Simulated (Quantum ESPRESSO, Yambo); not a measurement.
# G0W0 results for LiCl at +2 % isotropic strain

```cif
data_ClLi
_chemical_formula_sum 'Li1 Cl1'
_space_group_name_H-M_alt 'P 1'
_space_group_IT_number 1
_cell_length_a 3.65145
_cell_length_b 3.65145
_cell_length_c 3.65145
_cell_angle_alpha 60.000
_cell_angle_beta 60.000
_cell_angle_gamma 60.000
loop_
_space_group_symop_operation_xyz
  'x, y, z'
loop_
_atom_site_label
_atom_site_type_symbol
_atom_site_fract_x
_atom_site_fract_y
_atom_site_fract_z
_atom_site_occupancy
Li1 Li 0.00000 0.00000 0.00000 1
Cl1 Cl 0.50000 0.50000 0.50000 1
```

The PBEsol cell relaxed from Materials Project entry mp-22905 was given an isotropic strain of +2 % on all lattice vectors, and the atoms were relaxed again.

Starting point: norm-conserving PBEsol (Quantum ESPRESSO, 74 Ry, no spin-orbit coupling). G0W0 in Yambo: 6×6×6 Γ-centred k mesh, bands 2 to 71 and a 10 Ry block in the screening, 71 bands in G with the Bruneval-Gonze terminator, plasmon pole fitted at 27.2 eV.

```
Item                                                 Value
-------------------------------------------------  -------
PBEsol gap along the band path                     6.01 eV
PBEsol gap between the mesh's edge points (Γ → Γ)  6.02 eV
G0W0 gap between the same points                   8.92 eV
```

```json
[
 {"k point": "Γ", "band": "VB", "E PBEsol (eV)": "0.00", "E QP (eV)": "-2.00", "shift (eV)": "-2.00", "Z": "0.81"},
 {"k point": "Γ", "band": "CB", "E PBEsol (eV)": "6.02", "E QP (eV)": "6.93", "shift (eV)": "0.91", "Z": "0.85"},
 {"k point": "L", "band": "VB", "E PBEsol (eV)": "-0.25", "E QP (eV)": "-2.28", "shift (eV)": "-2.02", "Z": "0.81"},
 {"k point": "L", "band": "CB", "E PBEsol (eV)": "6.53", "E QP (eV)": "7.54", "shift (eV)": "1.01", "Z": "0.85"},
 {"k point": "X", "band": "VB", "E PBEsol (eV)": "-1.08", "E QP (eV)": "-3.17", "shift (eV)": "-2.08", "Z": "0.80"},
 {"k point": "X", "band": "CB", "E PBEsol (eV)": "7.67", "E QP (eV)": "8.84", "shift (eV)": "1.18", "Z": "0.85"}
]
```

Energies count from the PBEsol valence-band maximum.

Convergence of the G0W0 settings was not tested.
